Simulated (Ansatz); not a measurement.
# Li4B7ClO12 — 17O NMR of the central transition

Cell: a Materials Project structure (computed, not necessarily an observed phase), taken as it stands.

```
Li B Cl O
1.0
     4.37444    2.52558    7.04503
    -4.37444    2.52558    7.04503
     0.00000   -5.05117    7.04503
Li B Cl O
8 14 2 24
Direct
  0.49280 0.01820 0.49270
  0.01820 0.49270 0.49280
  0.49270 0.49280 0.01820
  0.51820 0.99280 0.99270
  0.99280 0.99270 0.51820
  0.99270 0.51820 0.99280
  0.63192 0.63192 0.63192
  0.13192 0.13192 0.13192
  0.40008 0.40008 0.40008
  0.39667 0.80393 0.39990
  0.39990 0.39667 0.80393
  0.80393 0.39990 0.39667
  0.89667 0.89990 0.30393
  0.89990 0.30393 0.89667
  0.90008 0.90008 0.90008
  0.30393 0.89667 0.89990
  0.25229 0.74877 0.24771
  0.74877 0.24771 0.25229
  0.24771 0.25229 0.74877
  0.24877 0.75229 0.74771
  0.75229 0.74771 0.24877
  0.74771 0.24877 0.75229
  0.24321 0.24321 0.24321
  0.74321 0.74321 0.74321
  0.38719 0.24792 0.56279
  0.24792 0.56279 0.38719
  0.56279 0.38719 0.24792
  0.56320 0.79558 0.39592
  0.38767 0.80989 0.24240
  0.24379 0.80396 0.56072
  0.24240 0.38767 0.80989
  0.56072 0.24379 0.80396
  0.39592 0.56320 0.79558
  0.80396 0.56072 0.24379
  0.79558 0.39592 0.56320
  0.80989 0.24240 0.38767
  0.88767 0.74240 0.30989
  0.74379 0.06072 0.30396
  0.06320 0.89592 0.29558
  0.06072 0.30396 0.74379
  0.89592 0.29558 0.06320
  0.74240 0.30989 0.88767
  0.74792 0.88719 0.06279
  0.06279 0.74792 0.88719
  0.88719 0.06279 0.74792
  0.29558 0.06320 0.89592
  0.30989 0.88767 0.74240
  0.30396 0.74379 0.06072
```

Atom numbers follow the list; atoms alike are taken as one site, whose name carries the number of the first.

Method: Kohn–Sham DFT in Ansatz, PBE, plane waves and PAW, scalar-relativistic, 420 eV cutoff, Γ-centred 3×3×3 k-points, Fermi–Dirac smearing 0.02 eV.

17O has I = 5/2 and Q = -25.58 mb (Pyykkö 2018); at 28.2 T its Larmor frequency is ν₀ = 162.8 MHz. Only the quadrupole interaction is simulated: positions count from each site's isotropic chemical shift, and J coupling is left out, as are shift anisotropy and dipolar coupling, which fast spinning averages.

Problem. Simulate the second-order pattern (fast magic-angle spinning, Gaussian broadening 0.2 kHz) of site O25 (2 B at 1.38–1.47 Å, 1 Li at 2.01 Å; also 1 Li at 3.01 Å).

Solution. The calculation gives C_Q = -5.93 MHz and η = 0.45, so ν_Q = 0.890 MHz and the centre of gravity lies at -8.50 ppm (-1.38 kHz).

```json
{"offset (kHz)": "-3.496", "height": "1"}
{"offset (kHz)": "-3.343", "height": "5"}
{"offset (kHz)": "-3.189", "height": "9"}
{"offset (kHz)": "-3.035", "height": "10"}
{"offset (kHz)": "-2.882", "height": "10"}
{"offset (kHz)": "-2.728", "height": "12"}
{"offset (kHz)": "-2.575", "height": "23"}
{"offset (kHz)": "-2.421", "height": "36"}
{"offset (kHz)": "-2.268", "height": "41"}
{"offset (kHz)": "-2.114", "height": "49"}
{"offset (kHz)": "-1.961", "height": "73"}
{"offset (kHz)": "-1.807", "height": "100"}
{"offset (kHz)": "-1.654", "height": "85"}
{"offset (kHz)": "-1.500", "height": "76"}
{"offset (kHz)": "-1.346", "height": "75"}
{"offset (kHz)": "-1.193", "height": "82"}
{"offset (kHz)": "-1.039", "height": "98"}
{"offset (kHz)": "-0.886", "height": "94"}
{"offset (kHz)": "-0.732", "height": "73"}
{"offset (kHz)": "-0.579", "height": "62"}
{"offset (kHz)": "-0.425", "height": "55"}
{"offset (kHz)": "-0.272", "height": "46"}
{"offset (kHz)": "-0.118", "height": "20"}
{"offset (kHz)": "0.036", "height": "1"}
```
